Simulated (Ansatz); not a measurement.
# Every step of a relaxation of Cl (hcp type)

DFT, LDA, PAW with Ansatz's default frozen-core files, scalar-relativistic (Ansatz 0.2.0); a Γ-centred 15×15×8 k mesh, Fermi–Dirac smearing of 0.1 eV, no spin polarisation. The run relaxes shape and atoms at held volume.

Command: `ansatz run input.yaml --threads 1 --pin off --max-ram 2048MiB --backend cpu --events-out ev --progress --plain --runs-dir out` It took 11 s on 1 thread of Arm Neoverse V1, on a shared host, peak memory 0.32 GiB.

```yaml
crystal:
  lattice:
    - [3.3063732245, 0.0, 0.0]
    - [-1.6531866122, 2.8634032069, 0.0]
    - [0.0, 0.0, 3.787067614]
  atoms:
    - { symbol: Cl, position: [0.3333333333, 0.6666666667, 0.25] }
    - { symbol: Cl, position: [0.6666666667, 0.3333333333, 0.75] }
kpoints:
  mp_grid: { grid: [15, 15, 8] }
scf:
  occupations: { method: fermi_dirac, width: 0.1 }
hamiltonian:
  xc: lda
  pseudopotentials: { kind: paw }
output:
  forces: true
  stress: true
relax:
  f_tol: 0.005
  max_steps: 30
  cell: { stress_tol: 0.04, fix: [volume] }
```

Each step lists its free energy a cell above the last geometry, the pressure, the cell vectors (Å), and Cartesian positions (Å) with forces (eV/Å).

The first step:

```
step 1  dF = 9.54 meV  P = 5.50 GPa
  cell 3.3064 0.0000 0.0000  -1.6532 2.8634 0.0000  0.0000 0.0000 3.7871
  Cl 0.0000 1.9089 0.9468   0.0000 0.0000 0.0000
  Cl 1.6532 0.9545 2.8403   0.0000 0.0000 0.0000
```

The PAW files were made under PBE.

The symmetry of the start is kept and no stability test is made, so the end need not be the stable phase.

Where does the relaxation end, and by which steps?

After 3 geometries, with conventional a, b, c = 3.262, 3.262, 3.890 Å, at 17.927 Å³/atom and 4.43 GPa in space group P6_3/mmc, with a shortest distance of 2.707 Å. The further steps:
```
step 2  dF = 0.06 meV  P = 4.51 GPa
  cell 3.2659 0.0000 0.0000  -1.6330 2.8284 0.0000  0.0000 0.0000 3.8815
  Cl 0.0000 1.8856 0.9704   0.0000 0.0000 0.0000
  Cl 1.6330 0.9428 2.9111   0.0000 0.0000 0.0000
step 3  dF = 0.00 meV  P = 4.43 GPa
  cell 3.2624 0.0000 0.0000  -1.6312 2.8253 0.0000  0.0000 0.0000 3.8899
  Cl 0.0000 1.8835 0.9725   0.0000 0.0000 0.0000
  Cl 1.6312 0.9418 2.9174   0.0000 0.0000 0.0000
step 4  dF = 0.00 meV  P = 4.43 GPa  (same geometry on a basis chosen anew; earlier energies don't compare to the last digit)
  cell 3.2624 0.0000 0.0000  -1.6312 2.8253 0.0000  0.0000 0.0000 3.8899
  Cl 0.0000 1.8835 0.9725   0.0000 0.0000 0.0000
  Cl 1.6312 0.9418 2.9174   0.0000 0.0000 0.0000
```
